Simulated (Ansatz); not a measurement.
# Si2Ni, first-principles data

Si₂Ni:
```cif
data_NiSi2
_chemical_formula_sum 'Si2 Ni1'
_space_group_name_H-M_alt 'P 1'
_space_group_IT_number 1
_cell_length_a 3.80924
_cell_length_b 3.80924
_cell_length_c 3.80924
_cell_angle_alpha 60.000
_cell_angle_beta 60.000
_cell_angle_gamma 60.000
loop_
_space_group_symop_operation_xyz
  'x, y, z'
loop_
_atom_site_label
_atom_site_type_symbol
_atom_site_fract_x
_atom_site_fract_y
_atom_site_fract_z
_atom_site_occupancy
Si1 Si 0.25000 0.25000 0.25000 1
Si2 Si 0.75000 0.75000 0.75000 1
Ni1 Ni 0.00000 0.00000 0.00000 1
```

Space group Fm-3m (No. 225), fluorite or antifluorite type; conventional cell a = 5.3871 Å, b = 5.3871 Å, c = 5.3871 Å, α = 90.00°, β = 90.00°, γ = 90.00°.

Method: DFT-r²SCAN in the program Ansatz with PAW potentials. Structure relaxed to zero pressure with the same functional. Other levels are named where they apply.

Cell and energy:

```json
{
 "volume_per_atom": "13.03 Å³",
 "density": "4.88 g/cm³",
 "Formation energy from the elements (no fitted shifts)": "-0.35 eV/atom"
}
```

Electronic structure:

```json
{
 "electronic_character": "metallic (no gap)",
 "Density of states at the Fermi level": "0.27 states/eV per atom (mean over ±0.08 eV)"
}
```

The cell was relaxed with r²SCAN under the symmetry of its start. No spin polarisation was allowed. The references are the lowest solids computed at this level, not always the standard phases.

Potentials: the earlier of the program's two PAW sets.
